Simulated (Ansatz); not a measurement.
Consider the following.

Mg2Cu:
```yaml
crystal:
  lattice:
    - [-3.19506, 3.19752, 2.61151]
    - [3.19506, -3.19752, 2.61151]
    - [3.19506, 3.19752, -2.61151]
  atoms:
    - { symbol: Mg, position: [0.83116, 0.66875, 0.49990] }
    - { symbol: Mg, position: [0.16884, 0.33125, 0.50010] }
    - { symbol: Mg, position: [0.66884, 0.16875, 0.83759] }
    - { symbol: Mg, position: [0.33116, 0.83125, 0.16241] }
    - { symbol: Cu, position: [0.25000, 0.25000, 0.00000] }
    - { symbol: Cu, position: [0.75000, 0.75000, 0.00000] }
```

This is the r²SCAN-relaxed structure.

Problem. All from r²SCAN (plane waves, PAW; program Ansatz), unless another level is named. Give the formation energy from the elements (no fitted shifts).

Solution. -87 meV/atom.

Problem. What about the density of states at the Fermi level?

Solution. 0.33 states/eV per atom (mean over ±0.08 eV).

Space group I4/mcm. The first step of the workflow began from a Materials Project structure, measured or hypothetical; the Crystallography Open Database copy checked does not list it. COD files the formula under space group No. 70. Its standing as an ambient phase is unchecked. Symmetry was held in the r²SCAN relaxation; its stability against distortions is not shown here. No spin polarisation was allowed. The references are the lowest solids computed at this level, not always the standard phases.

Potentials: the later of the program's two PAW sets.
